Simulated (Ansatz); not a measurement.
According to PBEsol in the plane-wave PAW code Ansatz, F in the monoclinic phase (C2/c; F on 8f) relaxes to a = 6.042 Å, b = 3.622 Å, c = 6.730 Å, β = 91.9°.

It is gapped at this level: 3.19 eV (direct). The valence maximum lies at Γ and the conduction minimum at Γ.

The cell was relaxed with PBEsol under the symmetry of its start. The substance is a gas or liquid at ambient conditions; this is its low-temperature solid. A crystal of weakly bound molecules computed without a dispersion correction: the cell and the soft elastic constants depend strongly on that.

Potentials: the later of the program's two PAW sets.
